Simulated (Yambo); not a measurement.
G0W0@PBEsol for a free-standing TiNCl monolayer (symmetry Pmmn, slab cell 19.4 Å high) in Yambo (6×4×1 mesh, 6 Ry block, plasmon pole, screening fixed), without a terminator:

```tsv
bands N in G	gap Γ → Γ (eV)	shift of the valence edge (eV)
55	1.400	1.069
86	1.475	0.767
128	1.501	0.630
```

### Question
Extrapolate both columns to infinite N with E(N) = E∞ + A/N, test the form, and compare with the terminator.

### Answer
From two points, E∞ = (N2 E2 − N1 E1)/(N2 − N1). The two largest N give 1.55 eV for the gap and 0.35 eV for the shift; the two smallest give 1.61 eV and 0.23 eV. For the gap the slopes A are -11 and -6.8 eV: the form isn't reached, and its limit is uncertain. For the shift the slopes A are 46 and 36 eV: the form isn't reached, and its limit is uncertain. With the Bruneval-Gonze terminator and 128 bands the run gives 1.47 eV and 0.28 eV, 0.08 eV and 0.07 eV from the extrapolated values: the terminator too is an estimate of the remainder. Block, mesh and the bands in W are held fixed.

Geometry relaxed with PBEsol; primitive cell a = 3.2349 Å, b = 3.9213 Å, c = 19.4000 Å, α = β = γ = 90.00°.

This is a model layer cut from the bulk structure; whether it is stable on its own was not checked.

A shift is the quasiparticle energy of the state minus its PBEsol energy.
